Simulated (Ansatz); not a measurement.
ZrSiRu in space group P-62m (No. 189; Ru on 3f, Zr on 3g, Si on 1b, Si on 2c) under volume change, the program Ansatz at the r²SCAN level (PAW), shape and atoms relaxed at each volume.

```tsv
V (Å³/atom)	E − E(relaxed) (meV/atom)	P (GPa)
14.439	94.9	23.15
14.915	?	?
15.391	9.5	6.53
15.867	0.0	0.00
16.343	8.5	-5.61
16.819	32.5	-10.39
17.295	?	?
```

Question: Fill in the missing entries.

Answer: 
- 14.915, E − E(relaxed) (meV/atom): 39.9
- 14.915, P (GPa): 14.16
- 17.295, E − E(relaxed) (meV/atom): 69.6
- 17.295, P (GPa): -14.47

Question: What does a third-order Birch–Murnaghan fit give for V₀, B₀ and B′?

Answer: V₀ = 15.87 Å³/atom, B₀ = 201 GPa, B′ = 4.2.

The workflow started from an entry of the Crystallography Open Database (COD). Whether it is the stable phase at ambient conditions was not checked. Symmetry was held in the r²SCAN relaxation; whether a distortion lowers the energy is not shown. The run is not spin-polarised.

Potentials: the later of the program's two PAW sets.
